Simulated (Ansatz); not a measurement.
PbS$_{2}$ in space group I4/mcm (No. 140; Pb on 4a, S on 8h) at seven volumes, r²SCAN in the plane-wave PAW code Ansatz, shape and atoms relaxed at each. One row is withheld.

| V (Å³/atom) | P (GPa) |
|---|---|
| 21.679 | 6.74 |
| 22.393 | 4.10 |
| 23.108 | 1.88 |
| 23.823 | 0.00 |
| 24.537 | -1.58 |
| 25.252 | ? |
| 25.967 | -4.03 |

Task: Fit the shown pressures and predict the withheld one.

Result: Third-order Birch–Murnaghan: P = (3/2)B₀(x^(7/2) − x^(5/2))[1 + (3/4)(B′ − 4)(x − 1)] with x = (V₀/V)^(2/3). Least squares on the six rows gives V₀ = 23.824 Å³/atom, B₀ = 57.24 GPa, B′ = 4.69. At V = 25.252, x = 0.9619 and P = -2.91 GPa. The run itself gave -2.91 GPa.

The first step of the workflow began from a Materials Project structure, measured or hypothetical; the Crystallography Open Database copy checked does not list it. Its standing as an ambient phase is unchecked. The cell was relaxed with r²SCAN under the symmetry of its start; its stability against distortions is not shown here. Spin–orbit coupling is left out wherever it is not named.

Potentials: the later of the program's two PAW sets.
